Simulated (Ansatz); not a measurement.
Sc:
```cif
data_Sc2
_chemical_formula_sum 'Sc2'
_space_group_name_H-M_alt 'P 1'
_space_group_IT_number 1
_cell_length_a 3.28914
_cell_length_b 3.28914
_cell_length_c 5.33520
_cell_angle_alpha 90.000
_cell_angle_beta 90.000
_cell_angle_gamma 120.000
loop_
_space_group_symop_operation_xyz
  'x, y, z'
loop_
_atom_site_label
_atom_site_type_symbol
_atom_site_fract_x
_atom_site_fract_y
_atom_site_fract_z
_atom_site_occupancy
Sc1 Sc 0.33333 0.66667 0.25000 1
Sc2 Sc 0.66667 0.33333 0.75000 1
```
The run is spin-polarised; directions of the spins, atom by atom: ↑ ↑.

Relaxed with r²SCAN.

Problem. Tabulate the valence density and the electron localisation function along the shortest Sc–Sc contact (3.27 Å), the program Ansatz at the r²SCAN level (PAW).

Solution. 

```
distance from Sc (Å)  density (e/Å³)   ELF
--------------------  --------------  ----
0.33                            7.07  0.38
0.49                            4.74  0.64
0.65                            2.39  0.69
0.82                            0.91  0.53
0.98                            0.34  0.21
1.15                            0.18  0.08
1.31                            0.13  0.10
1.47                            0.12  0.20
1.64                            0.11  0.26
1.80                            0.12  0.20
1.96                            0.13  0.10
2.13                            0.18  0.08
2.29                            0.34  0.21
2.46                            0.91  0.53
2.62                            2.39  0.69
2.78                            4.74  0.64
2.95                            7.07  0.38
```

The density is the valence pseudo-density with augmentation charge, so density and ELF within about 1 Å of a nucleus are not all-electron values.

Space group P6_3/mmc (hcp (Mg type)). The cell was relaxed with r²SCAN under the symmetry of its start. Spin order of the final state: ferromagnetic, chosen from 5 collinear starts compared on coarse meshes (ties went to the first, and starts can fall back to one state), not a proven ground state. Other orbital occupations within this spin state were not tried. Axis ratios of metals converge slowly with the k-mesh, so a and c are less sure than the volume.

Potentials: the earlier of the program's two PAW sets.
